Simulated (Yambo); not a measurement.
A G0W0@PBEsol run in Yambo for SrCl2 (fluorite, space group Fm-3m, No. 225) under isotropic strain of -3 % on all lattice vectors (4×4×4 Γ-centred k mesh, 152 bands and a 8 Ry block in the screening, 152 bands in G with the Bruneval-Gonze terminator, plasmon pole fitted at 27.2 eV) gives these matrix elements, in eV, at the band edges (X → X):

```csv
state,E0,<Vxc>,<Σx>,<Σc(E0)>,Z
valence edge,0.000,-14.844,-19.108,2.078,0.813
conduction edge,5.252,-9.008,-4.502,-3.468,0.860
```

Solve the linearised quasiparticle equation for both states, give the gap, and say how exchange and correlation each act on it.

E = E0 + Z(Σx + Σc − Vxc). Valence: 0.000 + 0.813 × (-19.108 + (2.078) − (-14.844)) = -1.78 eV. Conduction: 5.252 + 0.860 × (-4.502 + (-3.468) − (-9.008)) = 6.14 eV. The gap is 7.92 eV, against 5.25 eV in PBEsol. Replacing Vxc by bare exchange alone would open it by 8.77 eV; correlation takes back 5.55 eV of that, and Z scales what is left. Convergence of the G0W0 settings was not tested. 

Geometry strained from the cell relaxed with PBEsol, atoms relaxed again; primitive cell a = 4.737 Å, b = 4.737 Å, c = 4.737 Å, α = 60.00°, β = 60.00°, γ = 60.00°.
